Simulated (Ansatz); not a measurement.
NaGa₄:
```xyz
5
Lattice="-2.0951 2.0951 5.5714 2.0951 -2.0951 5.5714 2.0951 2.0951 -5.5714" Properties=species:S:1:pos:R:3 pbc="T T T"
Ga     0.0000     2.0951     2.7857
Ga     2.0951     0.0000     2.7857
Na     0.0000     0.0000     0.0000
Ga     0.0000     0.0000     4.3389
Ga     0.0000     0.0000     6.8039
```

Relaxed with r²SCAN.

Q: Map the electron localisation function on the plane through (0.750, 0.250, 0.500) spanned by u = [1, 1, 0] and v = [1, 0, 1] in lattice vectors, from r²SCAN (plane waves, PAW; program Ansatz).

A: x is the fraction of u, y of v (the angle between them is 90°; rows are the nearest grid lines); atoms in the plane: Ga at (0.00, 0.00), Ga at (0.50, 0.00), Na at (0.75, 0.50), Ga at (0.14, 0.50), Ga at (0.36, 0.50).
```
|9012343210001234321001234321000123432109|
|0012354210001245321001234321000123432100|
|0023454211111245432002234320000023432200|
|1123554322222345532112244310000013442211|
|2234554333333345543222343200000002343222|
|2345433344444333454322332100000001233222|
|3454322235553222345422221000010000122223|
|3443222234643222234421110001454100011123|
|2332100124642100123311000004666400000112|
|2322000024642000022310000016545610000012|
|1222000024642000022200000026414620000001|
|1222000024642000022200000026414620000001|
|2322000024642000022310000016545610000012|
|2332100124642100123311000004666400000112|
|3443222234643222234421110001454100011123|
|3454322235553222345422221000010000122223|
|2345433344444333454322332100000001233222|
|2234554333333345543222343200000002343222|
|1123554322222345532112244310000013442211|
|0023454211111245432002234320000023432200|
|0012354210001245321001234321000123432100|
|9012343210001234321001234321000123432109|
```
Scale: ten equal steps from 0.011 (start of '0') to 1.00 (end of '9'), in the order '0123456789'; x runs from 0.000 to 1.00, y from 0.000 (bottom) to 1.00 (top).

The density is the valence pseudo-density with augmentation charge, so density and ELF within about 1 Å of a nucleus are not all-electron values.

Space group I4/mmm. The workflow started from an entry of the Crystallography Open Database (COD). Its standing as an ambient phase is unchecked. Symmetry was held in the r²SCAN relaxation; whether a distortion lowers the energy is not shown.

Potentials: the later of the program's two PAW sets.
